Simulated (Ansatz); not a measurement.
Ca2RuO4 in space group Cmce (No. 64; Ca on 8d, Ru on 4a, O on 8d, O on 8f) under volume change, PBEsol in the plane-wave PAW code Ansatz, shape and atoms relaxed at each volume.

| V (Å³/atom) | E − E(relaxed) (meV/atom) | P (GPa) |
|---|---|---|
| 11.051 | 57.7 | 18.38 |
| 11.415 | 24.2 | 11.25 |
| 11.779 | 5.7 | 5.17 |
| 12.144 | 0.0 | 0.00 |
| 12.508 | 5.1 | -4.38 |
| 12.872 | 19.0 | -7.83 |
| 13.237 | 40.5 | -10.98 |

Task: What does a third-order Birch–Murnaghan fit give for V₀, B₀ and B′?

Result: V₀ = 12.15 Å³/atom, B₀ = 156 GPa, B′ = 4.7.

The workflow started from a Materials Project entry (that database holds measured and hypothetical structures alike); the Crystallography Open Database copy checked does not list it. COD files the formula under space group No. 61, so this cell is another polymorph or a model. Its standing as an ambient phase is unchecked. The cell was relaxed with PBEsol under the symmetry of its start; its stability against distortions is not shown here. The final state is ferromagnetic, chosen from 2 collinear starts compared on coarse meshes (ties went to the first, and starts can fall back to one state), not a proven ground state. No Hubbard U is applied.

Potentials: the later of the program's two PAW sets.
